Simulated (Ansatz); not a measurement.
HfSiO4:
```
CELL_PARAMETERS angstrom
     -3.29119     3.29119     2.98604
      3.29119    -3.29119     2.98604
      3.29119     3.29119    -2.98604
ATOMIC_POSITIONS crystal
  Hf 0.00000 0.00000 0.00000
  Hf 0.75000 0.25000 0.50000
  Si 0.25000 0.75000 0.50000
  Si 0.50000 0.50000 0.00000
  O  0.13525 0.31988 0.81537
  O  0.06988 0.75450 0.68463
  O  0.50450 0.31988 0.18463
  O  0.06988 0.38525 0.31537
  O  0.61475 0.93012 0.68463
  O  0.68012 0.86475 0.18463
  O  0.24550 0.93012 0.31537
  O  0.68012 0.49550 0.81537
```

Cartesian axes are those of the cell as given.

Give the high-frequency dielectric tensor and the Born effective charge tensors of the independent atoms from DFPT, DFT-r²SCAN in the program Ansatz with PAW potentials.


ε∞:
```
3.64  0.00  0.00
0.00  3.64  0.00
0.00  0.00  3.84
```
Z* of atom 1 (Hf), rows: field, columns: displacement, in e:
```
5.28  0.00  0.00
0.00  5.28  0.00
0.00  0.00  4.66
```
Z* of atom 3 (Si), rows: field, columns: displacement, in e:
```
3.19  0.00  0.00
0.00  3.19  0.00
0.00  0.00  4.30
```
Z* of atom 5 (O), rows: field, columns: displacement, in e:
```
-1.17   0.00   0.00
 0.00  -3.07  -0.33
 0.00  -0.18  -2.24
```

Static charges for comparison (Bader): Hf1 +2.81, Si3 +3.32, O5 -1.53 e. Born charges measure polarisation by displacement and can exceed these by far.

Space group I4_1/amd. The cell was relaxed with r²SCAN under the symmetry of its start. The run is not spin-polarised. Spin–orbit coupling is left out wherever it is not named.

Potentials: the earlier of the program's two PAW sets. The files were generated under PBE; for other functionals the program regenerates the frozen cores, and for LDA and PBEsol the local potential too.
